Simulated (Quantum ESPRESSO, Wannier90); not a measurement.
**HfN (rock salt), plane waves to Wannier functions**

```xyz
2
Lattice="0.0000 2.2559 2.2559 2.2559 0.0000 2.2559 2.2559 2.2559 0.0000" Properties=species:S:1:pos:R:3 pbc="T T T"
Hf     0.0000     0.0000     0.0000
N      2.2559     2.2559     2.2559
```

Materials Project entry mp-2828; symmetrised, unrelaxed at this level. COD (Crystallography Open Database) has an entry of this formula and space group (matched by these alone). Method: PBEsol plane waves in Quantum ESPRESSO 7.5 (PseudoDojo norm-conserving files, 68 Ry, no spin polarisation, no spin-orbit coupling), Bloch states on a 12×12×12 mesh through Γ, Wannier90 4.0.1. Density: 12×12×12 mesh, cold smearing 0.01 Ry. Spin-orbit coupling is left out although heavy elements are present.

Base run: 8 functions from bands 6-22 of the 22 computed, start hydrogen-like Hf: d; N: p, frozen window up to 1.50 eV relative to the Fermi level, outer window open. Rows change the key named; with other orbitals the number of functions and the frozen window follow, as listed; window edges are relative to the Fermi level. The misfit compares interpolated bands with pw.x on a high-symmetry path, for states up to 1.0 eV relative to the Fermi level. Converged means that the tolerances were met: symmetric starts can stop on a saddle, which shows as a larger Ω_OD at equal Ω_I and can move the misfit too.

Rows with other orbitals or bands describe another subspace, so their Ω_I can't be set against the base's. Runs that didn't settle are not listed.

```csv
setting,orbitals,bands,functions,frozen to (eV),Ω_I (Å²),Ω_D (Å²),Ω_OD (Å²),rms misfit (meV),worst (meV),ended
base,"Hf d, N p",6-22,8,1.50,10.88,0.00,0.38,2.8,18,converged
num_iter = 0 (projection only),"Hf d, N p",6-22,8,1.50,10.88,0.00,0.42,3.3,19,no minimisation
other orbitals: Hf: d; N: s;p,"Hf d, N sp",5-22,9,1.50,10.17,0.00,1.59,2.6,18,converged
other orbitals: Hf: s;d; N: p,"Hf sd, N p",6-22,9,1.50,12.67,0.00,0.40,2.9,18,converged
start: atomic waves of the pseudopotential files,"Hf 5d, Hf 6s, N 2p",6-22,9,1.50,12.67,0.00,0.39,2.9,18,converged
atomic waves with projectability windows 0.01 and 0.95,"Hf 5d, Hf 6s, N 2p",6-22,9,1.50,13.96,0.00,0.50,2.9,14,converged
"start: SCDM erfc, mu = fit minus three sigma, no disentanglement steps","Hf 5d, Hf 6s, N 2p",6-22,9,none,18.07,0.52,4.63,7.1,38,converged
```
